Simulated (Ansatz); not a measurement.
Polymorphs of Ag, each relaxed with r²SCAN in the plane-wave PAW code Ansatz:

A: β-Sn type (I4_1/amd)
a = 5.262 Å, b = 5.262 Å, c = 2.755 Å, α = 90.00°, β = 90.00°, γ = 90.00°

```tsv
atom	site	symmetry	x	y	z
Ag	4a	-4m2	0.0000	0.0000	0.0000
```

B: simple cubic (Pm-3m)
a = b = c = 2.7145 Å, α = β = γ = 90.00°

```csv
atom,site,symmetry,x,y,z
Ag,1a,m-3m,0.0000,0.0000,0.0000
```

Question: Rank these by energy per atom at 0 K (lowest first), as r²SCAN gives it.

Answer: A (+0 meV/atom), B (+91 meV/atom)

Constructed cells (a structure type filled with these elements, in neither database checked): B. Typed or built starts, not in the databases checked: A. Not the usual ambient phase: A; B. Unstable at this level: B. All cells were relaxed under the symmetry of their starts (and spin orders); stability against distortions was not tested throughout. Rows with no word on spin ran without spin polarisation. Scalar-relativistic: spin–orbit coupling is off unless named, which matters more the heavier the elements.

Energies hold the estimated change up to a 700 eV cutoff; steps of a few meV lie near the error of the meshes.

Potentials: the later of the program's two PAW sets.
